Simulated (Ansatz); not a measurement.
The cell comes from COD entry 2002799, which wasn't checked; take it as a given geometry. The listed cell was then made from it by scaling, straining or moving an atom.

An input for TiB2: DFT, PBEsol, all-electron PAW with datasets made for the crystal, scalar-relativistic (Ansatz 0.2.0).

Command: `ansatz run input.yaml --threads 1 --pin off --max-ram 6144MiB --backend cpu --events-out ev --progress --plain --runs-dir out` The run took 14 s on 1 thread of Arm Neoverse V2, with other jobs on the host, peak memory 0.59 GiB.

```yaml
crystal:
  lattice:
    - [3.0291982016, 0.0, 0.0]
    - [-1.5145991008, 2.6233625957, 0.0]
    - [0.0, 0.0, 3.196116]
  atoms:
    - { symbol: Ti, position: [0.0, 0.0, 0.0] }
    - { symbol: B, position: [0.3333333333, 0.6666666667, 0.5] }
    - { symbol: B, position: [0.6666666667, 0.3333333333, 0.5] }
kpoints:
  mp_grid: { grid: [15, 15, 13] }
scf:
  occupations: { method: fermi_dirac, width: 0.08 }
hamiltonian:
  xc: pbesol
  pseudopotentials: { kind: all_electron, datasets: crystal }
output:
  forces: true
  stress: true
  eigenvalues: true
  efg: { contact_densities: true }
```

The results part of the log:

```
SCF 1 converged in 11 iterations: F = -24556.863991 eV  dr2 = 1.52e-9
  Residual-converged pass: ⟨swp⟩=4.0  Hψ=4044  notcnv=0  max |occ|·‖R‖ = 6.4e-6 eV (tolerance 6.5e-6 eV)  dr2=1.66e-9  dr2_onsite=8.79e-10  max |Δocc| = 7.4e-9
  greatest PAW one-centre occupation: 0.257 electrons in one spin orbital (limit 2), on the B atom at site 2 (counted from 0), in its partial waves of l = 0
SCF converged after 11 iterations
Free energy (F): -24556.863991 eV
Harris-Foulkes:  -24556.863991 eV  (|F-HF|=1.27e-9)
Internal energy: -24556.855976 eV  (E = F + TS)
E sigma→0 (E₀):  -24556.859984 eV
Entropy (-TS):   -0.008015 eV (-2.672 meV/atom)
Past the cutoff: the bands carry plane waves up to 1.75 times it, of which those up to 1.5 times it add -0.000536 eV an atom, each by itself; the spheres take 0.000121 eV an atom off the energy for waves past 1.75 times it
By the cutoff:   a pressure is off by up to 0.007 GPa (1.2 times the spheres' own share and the shells' term, over an atom's volume, and 0.004 GPa: a bound that held against runs at twice the plane waves)
Past the cutoffs: a stress includes 0.0035 GPa for waves and charges beyond them, in addition to the slope of what the spheres take
In the spheres:  the bands' charges fall short by 6.6e-7 e at most (sound up to 1e-3), those of shells solved beside the bands by 5.7e-7 e (sound up to 5e-4)
Fermi energy:    15.713133 eV
--- Per-component energies (eV) ---
  The terms above E_closure are by the made datasets' own strengths, without shells solved beside the bands.
--- Forces (eV/Å), atoms counted from 1 ---
  atom   1  Ti     0.00000000    -0.00000000     0.00000000
  atom   2  B     -0.00000000    -0.00000000     0.00000000
  atom   3  B      0.00000000     0.00000000     0.00000000
  max |Σ_I F_I| component: 1.85e-17 eV/Å
--- Stress (GPa, compression-positive) ---
       -3.252263       0.000000       0.000000
       -0.000000      -3.252263       0.000000
        0.000000       0.000000      -2.464032
  P = ⅓ Tr σ = -2.9895 GPa (-29.895 kbar)
  It holds what live shells' own plane waves past their cutoff add
--- PAW observables at the nuclei: V_zz in 10²¹ V/m², potentials from the cell's mean, atoms counted from 1 ---
  atom   1  Ti V_zz =    +2.007763   η = 0.0000   by run symmetry: allowed
            electrostatic potential = -2531.532443 V   contact ρ = 56683.597563 e/Å³
  atom   2  B  V_zz =    +0.293754   η = 0.0000   by run symmetry: allowed
            electrostatic potential = -330.812092 V   contact ρ = 481.527500 e/Å³
  atom   3  B  V_zz =    +0.293754   η = 0.0000   by run symmetry: allowed
            electrostatic potential = -330.812092 V   contact ρ = 481.527500 e/Å³
--- Band table (eV; the first three rows and the last of 189) ---
  k-point 0: bands = ["2.1835", "13.0154", "13.0154", "13.5068", "13.5551", "17.6442", "17.6442", "19.4970", "19.4970"]
  k-point 1: bands = ["2.2655", "12.5411", "13.0797", "13.0797", "14.4370", "17.4230", "17.4230", "19.3529", "19.3529"]
  k-point 2: bands = ["2.5046", "11.4973", "13.2710", "13.2710", "15.2555", "16.9322", "16.9322", "18.9473", "18.9473"]
  k-point 188: bands = ["7.1244", "7.1244", "9.9685", "12.5152", "12.5152", "18.3039", "19.9534", "19.9534", "20.4238"]
  guard bands above this table: 0 of the run's 9 bands, where the rule asks 2: the bands that hold charge and the lowest empty level above them stay in the table. A level can be missing at the table's top as with no guard band: raise scf.n_extra_bands
```
